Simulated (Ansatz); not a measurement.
Starting cell, Zr (hcp, Mg type):

```yaml
crystal:
  lattice:
    - [6.49182, 0.00000, 0.00000]
    - [-1.62295, 2.81104, 0.00000]
    - [0.00000, 0.00000, 5.15116]
  atoms:
    - { symbol: Zr, position: [0.16667, 0.66667, 0.75000] }
    - { symbol: Zr, position: [0.66667, 0.66667, 0.75000] }
    - { symbol: Zr, position: [0.33333, 0.33333, 0.25000] }
    - { symbol: Zr, position: [0.83333, 0.33333, 0.25000] }
```

The atoms are displaced by Q × the pattern below (from a DFPT mode at M = (0.5, 0.0, 0.0), largest move 1; Q in Å), at fixed cell. (q is in reciprocal vectors of the primitive cell; the cell shown is doubled to hold the pattern.)

```
atom      x      y       z
----  -----  -----  ------
Zr1   0.000  0.000   1.000
Zr2   0.000  0.000  -1.000
Zr3   0.000  0.000  -1.000
Zr4   0.000  0.000   1.000
```

These are r2SCAN (plane waves to 500 eV, PAW, scalar-relativistic; Ansatz, a first-principles code) values and carry that method's errors. k mesh 8×16×9 (Γ-centred), Fermi-Dirac smearing 0.05 eV. The energy includes the smearing's −TS. Compression counts positive. With partly filled bands, energies and forces of such displacements shift with the k mesh and the smearing. The PAW data are Ansatz's earlier set. Zr is run without spin polarisation. Zr was relaxed with its symmetry unable to fall. ΔE is measured from the undisplaced structure.

**Question.** Predict the ΔE (eV/cell) and P (GPa) at Q (Å) = -0.100, -0.083, -0.067, -0.050, -0.033, -0.017, 0.050, 0.083.

**Answer.** 
```tsv
Q (Å)	ΔE (eV/cell)	P (GPa)
-0.100	0.175	0.7
-0.083	0.120	0.5
-0.067	0.076	0.3
-0.050	0.042	0.2
-0.033	0.019	0.1
-0.017	0.005	0.0
0.050	0.042	0.2
0.083	0.120	0.5
```

(For displaced atoms, the force is minus the slope of the energy, and its curvature is a force constant, which sets phonon frequencies.)
